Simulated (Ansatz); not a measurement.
One crystal and one scan (generalised stacking-fault energy along a line) at two levels, PBE (plane waves to 420 eV, PAW, scalar-relativistic; Ansatz, a first-principles code) and r2SCAN (plane waves to 500 eV, PAW, scalar-relativistic; Ansatz), each from its own relaxed cell and on its own mesh. The cell shown is that of PBE.

PbSe (rock salt) is sheared across one {100} plane: the third cell vector gains the shift, so faults repeat every 9.3 Å. The cut lies between planes 3.11 Å apart; the cell height is held.

```
CELL_PARAMETERS angstrom
      4.39655     0.00000     0.00000
      0.00000     4.39655     0.00000
      2.19827     2.19827     9.32648
ATOMIC_POSITIONS crystal
  Se 0.00000 0.00000 0.83333
  Se 0.33333 0.33333 0.16667
  Se 0.66667 0.66667 0.50000
  Pb 0.50000 0.50000 0.83333
  Pb 0.83333 0.83333 0.16667
  Pb 0.16667 0.16667 0.50000
```

In-plane vectors a = (4.397, 0.000) Å, b = (0.000, 4.397) Å, area 19.33 Å². The shift is s times the vector a (length 4.397 Å), so s = 1 restores the start. The shift is rigid: no atom relaxes. γ = [E(shift) − E(0)] / area.

E is the zero-smearing estimate. PbSe was relaxed with its symmetry unable to fall. Spin-orbit coupling is left out, though Pb is heavy. The PAW data are Ansatz's earlier set. Faults lie only 9.3 Å apart, and holding the cell height and the atoms raises γ above its relaxed value. Percentages come from the unrounded values. Both scans cover s from 0.000 to 0.917.

Results of PBE:

Lattice constant a (Å): 6.218
Highest computed γ on the line (mJ/m²): 409
Steepest slope dγ/d(shift) before the first maximum (spline) (GPa): 2.9
Position of the highest point: s = 0.500
Local minima between the ends: no computed point is one

### Question
What does r2SCAN give for the same quantities?

### Answer
```csv
quantity,r2SCAN,PBE − r2SCAN
Lattice constant a (Å),6.178,+0.040 (+0.6 %)
Highest computed γ on the line (mJ/m²),431,-22 (-5.3 %)
Steepest slope dγ/d(shift) before the first maximum (spline) (GPa),3.1,-0.2 (-6 %)
```

PBE gives the higher value for: lattice constant a. PBE gives the lower value for: highest computed γ on the line. Both give the same position of the highest point: s = 0.500.

(The slope of γ gives the shear force per area between the displaced halves; near zero shift its curvature is an elastic stiffness.)
